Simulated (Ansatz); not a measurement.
Recipe of this trial structure of GaB8: random cell by space group and Wyckoff sites (Cmmm, No. 65). Its size is a rough estimate.

```xyz
9
Lattice="2.6832 -3.5404 0.0000 2.6832 3.5404 0.0000 0.0000 0.0000 3.9745" Properties=species:S:1:pos:R:3 pbc="T T T"
Ga    2.6832    0.0000    0.0000
B     0.7289    0.0000    1.9873
B     4.6375    0.0000    1.9873
B     2.6832    0.7137    1.9873
B     2.6832   -0.7137    1.9873
B     1.5798    1.2176    1.9873
B     3.7867   -1.2176    1.9873
B     1.5798   -1.2176    1.9873
B     3.7867    1.2176    1.9873
```

Computed with DFT PBE, scalar-relativistic, plane waves, PAW (Ansatz 0.2.0). Cutoff 420 eV, Gaussian smearing, Γ-centred meshes. Cell and atoms relax first on a coarse mesh and then on a finer one. In between, the cell is made exact in the group found at 0.06 Å. In metals the finer mesh still leaves noise of several meV/atom or more. The steps can't lower the symmetry of their start. No spin polarisation.

A guess keeps its type if space group and coordination stay and the shape of the cell changes little (axis ratios within about 15 %, angles within 6°); the volume may change.

Question: Will the relaxed cell still be of the starting type?

Answer: It doesn't keep its type. The symmetry stays Cmmm (No. 65). The volume per atom grows by 28.6 %, from 8.4 to 10.8 Å³. The shortest distance goes from 1.20 Å (B–B) to 1.64 Å (B–B). Counting neighbours within 15 % of an atom's shortest distance, the start has B 2/3, Ga 4 and the end B 3/4, Ga 16. In detail, at the end Ga has 16 B at 2.72–2.86 Å; B on a site of symmetry 2mm has 3 B at 1.68 Å, 2 B at 2.64 Å, 2 Ga at 2.72 Å and 2 B at 2.77 Å; B on a site of symmetry m2m has 4 B at 1.65–1.72 Å, 2 B at 2.64 Å and 2 Ga at 2.86 Å; 1 more site not described.

```cif
data_structure
_symmetry_space_group_name_H-M 'Cmmm'
_symmetry_Int_Tables_number 65
_cell_length_a 5.8731
_cell_length_b 9.5617
_cell_length_c 3.4582
_cell_angle_alpha 90.000
_cell_angle_beta 90.000
_cell_angle_gamma 90.000
_cell_volume 194.20
loop_
_atom_site_label
_atom_site_type_symbol
_atom_site_symmetry_multiplicity
_atom_site_Wyckoff_symbol
_atom_site_fract_x
_atom_site_fract_y
_atom_site_fract_z
_atom_site_occupancy
Ga1 Ga 2 b 0.50000 0.00000 0.00000 1
B1 B 4 h 0.14314 0.00000 0.50000 1
B2 B 4 j 0.50000 0.23831 0.50000 1
B3 B 8 q 0.24608 0.16436 0.50000 1
```

Formation energies are uncorrected and refer to the elements' standard structures at the same level.

Question: At what energy does it end?

Answer: +0.63 eV/atom. A positive value: parting into the elements would lower its energy.

The last run used an 8×8×12 mesh (in the run's order of axes) for its 9-atom cell and Gaussian smearing of 0.10 eV. The cell is a metal run without spin; a magnetic state may lie lower. A structure relaxed within its symmetry needn't be a true minimum.

In counts of neighbours, a slash parts the counts of unlike sites.
